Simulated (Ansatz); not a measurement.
# Piezoelectric tensor of AlGa3O6

Level of theory: Ansatz 0.2.0, DFT PBE, scalar-relativistic, plane waves, PAW. Plane waves to 420 eV; Γ-centred k mesh 6×6×6; fixed occupations. No spin polarisation.

Relaxed structure:
```
Al Ga O
1.0
     2.49775    1.44207    4.49758
    -2.49775    1.44207    4.49758
     0.00000   -2.88415    4.49758
Al Ga O
1 3 6
Direct
  0.14967 0.14967 0.14967
  0.35939 0.35939 0.35939
  0.85501 0.85501 0.85501
  0.64426 0.64426 0.64426
  0.25134 0.54292 0.94702
  0.54292 0.94702 0.25134
  0.94702 0.25134 0.54292
  0.76479 0.43286 0.05274
  0.43286 0.05274 0.76479
  0.05274 0.76479 0.43286
```

The cell was found from a structure generator's guess, not taken from experiment.

Problem. Give the relaxed-ion proper piezoelectric stress tensor e_iJ (C/m², Voigt columns xx yy zz yz xz xy).

Solution.
```
x    0.124 -0.124  0.000  0.013  0.104 -0.067
y   -0.067  0.067  0.000  0.104 -0.013 -0.124
z   -0.015 -0.015 -0.313  0.000  0.000  0.000
```
Signs follow the orientation of the cell as given.

Problem. With the elastic constants (GPa, Voigt order)
C11 = 374.3, C12 = 159.8, C13 = 112.5, C14 = 18.9, C15 = 1.8, C22 = 374.3, C23 = 112.5, C24 = -18.9, C25 = -1.8, C33 = 348.9, C44 = 81.1, C46 = -1.8, C55 = 81.1, C56 = 18.9, C66 = 107.3 GPa; the others vanish.
find the strain coefficients d = e·C⁻¹ (pC/N).

Solution.
```
x    0.57 -0.57  0.00 -0.12  1.46 -0.88
y   -0.44  0.44  0.00  1.46  0.12 -1.15
z    0.18  0.18 -1.02  0.00  0.00  0.00
```
